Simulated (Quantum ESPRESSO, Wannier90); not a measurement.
SrO (rock salt): Wannier90 run

```yaml
crystal:
  lattice:
    - [0.00000, 2.58379, 2.58379]
    - [2.58379, 0.00000, 2.58379]
    - [2.58379, 2.58379, 0.00000]
  atoms:
    - { symbol: Sr, position: [0.50000, 0.50000, 0.50000] }
    - { symbol: O, position: [0.00000, 0.00000, 0.00000] }
```

Cell from Materials Project (mp-2472), symmetrised, no further relaxation. COD (Crystallography Open Database) has an entry of this formula and space group (matched by these alone). Method: PBEsol plane waves in Quantum ESPRESSO 7.5 (PseudoDojo norm-conserving files, 68 Ry, no spin polarisation, no spin-orbit coupling), Bloch states on a 10×10×10 mesh through Γ, Wannier90 4.0.1. Density: 10×10×10 mesh, cold smearing 0.01 Ry.

Base run: 9 functions from bands 6-22 of the 22 computed, start hydrogen-like Sr: s;d; O: p, frozen window up to 4.73 eV relative to the valence-band maximum, outer window open. Rows change the key named; with other orbitals the number of functions and the frozen window follow, as listed; window edges are relative to the valence-band maximum. The misfit compares interpolated bands with pw.x on a high-symmetry path, for states up to 4.2 eV relative to the valence-band maximum. Converged means that the tolerances were met: symmetric starts can stop on a saddle, which shows as a larger Ω_OD at equal Ω_I and can move the misfit too.

```csv
setting,functions,frozen to (eV),Ω_I (Å²),Ω_D (Å²),Ω_OD (Å²),rms misfit (meV),worst (meV),ended
base,9,4.73,14.11,0.00,0.15,13,103,converged
only the lowest 11 of the kept bands,9,4.73,17.21,0.00,0.41,3.3,25,converged
only the lowest 13 of the kept bands,9,4.73,15.16,0.00,0.19,7.4,53,converged
only the lowest 15 of the kept bands,9,4.73,14.57,0.00,0.17,10.0,64,converged
dis_mix_ratio = 0.2,9,4.73,14.11,0.00,0.15,13,103,converged
```
